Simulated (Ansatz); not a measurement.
The slice is one period of a {100} plane through atoms; its size isn't given.

Calculation: PBE (plane waves to 420 eV, PAW, scalar-relativistic; Ansatz, a quantum-chemistry and plane-wave program). These are valence fields of a PAW run, semicore shells included where kept as valence: close to a nucleus they are smooth pseudo fields.

```
|  ..--**%%@@@@%%**++==========++**%%@@@@%%**--..|
|----++##@@@@@@%%**++++======++++**%%@@@@@@##++--|
|****##@@@@@@@@####**++++++++++**####@@@@@@@@##**|
|%%%%@@@@@@@@%%%%####**********####%%%%@@@@@@@@%%|
|@@@@@@@@@@@@%%%%%%##%%%%%%%%%%##%%%%%%@@@@@@@@@@|
|@@@@@@@@%%%%%%%%%%@@@@@@@@@@@@@@%%%%%%%%%%@@@@@@|
|%%%%%%##%%%%%%@@@@@@@@@@@@@@@@@@@@@@%%%%%%##%%%%|
|******####%%%%@@@@@@@@%%%%%%@@@@@@@@%%%%####****|
|++++++**####@@@@@@@@##******##@@@@@@@@####**++++|
|====++++**%%@@@@@@##++------++##@@@@@@%%**++++==|
|======++**%%@@@@%%**--..  ..--**%%@@@@%%**++====|
|======++**%%@@@@%%**--      --**%%@@@@%%**++====|
|======++**%%@@@@%%**--..  ..--**%%@@@@%%**++====|
|====++++**%%@@@@@@##++------++##@@@@@@%%**++++==|
|++++++**####@@@@@@@@##******##@@@@@@@@####**++++|
|******####%%%%@@@@@@@@%%%%%%@@@@@@@@%%%%####****|
|%%%%%%##%%%%%%@@@@@@@@@@@@@@@@@@@@@@%%%%%%##%%%%|
|@@@@@@@@%%%%%%%%%%@@@@@@@@@@@@@@%%%%%%%%%%@@@@@@|
|@@@@@@@@@@@@%%%%%%##%%%%%%%%%%##%%%%%%@@@@@@@@@@|
|%%%%@@@@@@@@%%%%####**********####%%%%@@@@@@@@%%|
|****##@@@@@@@@####**++++++++++**####@@@@@@@@##**|
|----++##@@@@@@%%**++++======++++**%%@@@@@@##++--|
|  ..--**%%@@@@%%**++==========++**%%@@@@%%**--..|
|    --**%%@@@@%%**++==========++**%%@@@@%%**--  |
```
Scale: ten equal steps from -0.88 (start of ' ') to -0.40 (end of '@'), in the order ' .:-=+*#%@'. Values: log₁₀ of the valence density in e/Å³. The map has 24 points along u (two characters each, u = 0 at the left) and 24 along v (v = 0 in the bottom row). The scale is logarithmic, as a density can span decades between atoms and voids.

```
|xxxxxxxx++%%@@%%++--..      ..--++%%@@%%++xxxxxx|
|xxxxxx--**%%@@%%++--::......::--++%%@@%%**--xxxx|
|xxxx--++%%@@@@%%**==----------==**%%@@@@%%++--xx|
|==++**%%@@@@@@%%##**++++++++++**##%%@@@@@@%%**++|
|##%%%%@@@@@@@@%%%%%%%%%%%%%%%%%%%%%%@@@@@@@@%%%%|
|@@@@@@@@@@@@@@@@@@@@@@@@@@@@@@@@@@@@@@@@@@@@@@@@|
|%%%%%%%%%%%%@@@@@@@@%%%%##%%%%@@@@@@@@%%%%%%%%%%|
|++++++**##%%@@@@@@%%**++==++**%%@@@@@@%%##**++++|
|------==**%%@@@@%%++--xxxxxx--++%%@@@@%%**==----|
|....::--++%%@@%%**--xxxxxxxxxx--**%%@@%%++--::..|
|    ..--++%%@@%%++xxxxxxxxxxxxxx++%%@@%%++--..  |
|    ..--++%%@@##==xxxxxxxxxxxxxx==##@@%%++--..  |
|    ..--++%%@@%%++xxxxxxxxxxxxxx++%%@@%%++--..  |
|....::--++%%@@%%**--xxxxxxxxxx--**%%@@%%++--::..|
|------==**%%@@@@%%++--xxxxxx--++%%@@@@%%**==----|
|++++++**##%%@@@@@@%%**++==++**%%@@@@@@%%##**++++|
|%%%%%%%%%%%%@@@@@@@@%%%%##%%%%@@@@@@@@%%%%%%%%%%|
|@@@@@@@@@@@@@@@@@@@@@@@@@@@@@@@@@@@@@@@@@@@@@@@@|
|##%%%%@@@@@@@@%%%%%%%%%%%%%%%%%%%%%%@@@@@@@@%%%%|
|==++**%%@@@@@@%%##**++++++++++**##%%@@@@@@%%**++|
|xxxx--++%%@@@@%%**==----------==**%%@@@@%%++--xx|
|xxxxxx--**%%@@%%++--::......::--++%%@@%%**--xxxx|
|xxxxxxxx++%%@@%%++--..      ..--++%%@@%%++xxxxxx|
|xxxxxxxx==##@@%%++--..      ..--++%%@@##==xxxxxx|
```
Scale: ten equal steps from 0.27 (start of ' ') to 0.69 (end of '@'), in the order ' .:-=+*#%@'. Values: electron localisation function (ELF). The map has 24 points along u (two characters each, u = 0 at the left) and 24 along v (v = 0 in the bottom row). Points within 0.5 Å of a nucleus are blanked (x), as the pseudised field means little there.

**Question.** Which relaxed crystal do these maps come from?
(A) CoSi₂ (fluorite type, space group Fm-3m)
(B) HfO₂ (fluorite)
(C) Mg₂Si (antifluorite type, space group Fm-3m)

**Answer.** A, CoSi₂ (fluorite type, space group Fm-3m). Atoms on the slice: Si at (0.00, 0.00); Si at (0.50, 0.50)

All were relaxed with their symmetry unable to fall. CoSi2 is run without spin polarisation. HfO2 is run without spin polarisation. Spin-orbit coupling is left out. The PAW data are Ansatz's earlier set. This is a high-temperature form of HfO2.
